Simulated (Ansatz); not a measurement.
Starting cell, Cs (bcc, W type):

```xyz
2
Lattice="-6.1568 6.1568 6.1568 3.0784 -3.0784 3.0784 3.0784 3.0784 -3.0784" Properties=species:S:1:pos:R:3 pbc="T T T"
Cs     0.0000     0.0000     0.0000
Cs    -3.0784     3.0784     3.0784
```

A phonon eigenvector at N = (0.5, 0.0, 0.0) is frozen into this cell: atom i moves by Q times the vector below, so Q is the largest atomic displacement, in Å. The cell is held. (q is in reciprocal vectors of the primitive cell; the cell shown is doubled to hold the pattern.)

```tsv
atom	x	y	z
Cs1	1.000	0.000	0.000
Cs2	-1.000	0.000	0.000
```

All values below come from PBE (plane waves to 420 eV, PAW, scalar-relativistic; Ansatz, an electronic-structure program). k mesh 11×11×11 (Γ-centred), Fermi-Dirac smearing 0.05 eV. The energy includes the smearing's −TS. With partly filled bands, energies and forces of such displacements shift with the k mesh and the smearing. Cs was relaxed with its symmetry unable to fall. The PAW data are Ansatz's earlier set. The zero of ΔE is the undisplaced structure.

```
Q (Å)   ΔE (meV/cell)  −dE/dQ from forces (eV/Å)
------  -------------  -------------------------
-0.100            2.3                      0.045
-0.083            1.6                      0.038
-0.067            1.0                      0.030
-0.050            0.6                      0.023
-0.033            0.3                      0.015
-0.017            0.1                      0.008
0.000             0.0                      0.000
0.017             0.1                     -0.008
0.033             0.3                     -0.015
0.050             0.6                     -0.023
0.067             1.0                     -0.030
0.083             1.6                     -0.038
0.100             2.3                     -0.045
```

Derived quantities:

Energy at Q = 0.100 Å: 2.3 meV/cell
Space group of the distorted cell: Cmcm (No. 63), lowered from Im-3m
Symmetry of the curve: even: the same for both signs
Shape of the curve: a single well with its minimum at or next to zero displacement
Harmonic wavenumber from the curvature (finite differences): 22 cm⁻¹
Wavenumber by perturbation theory (DFPT, on another k mesh): 21 cm⁻¹

The 13 points together took very roughly 17 core-minutes.

(For displaced atoms, the force is minus the slope of the energy, and its curvature is a force constant, which sets phonon frequencies.)
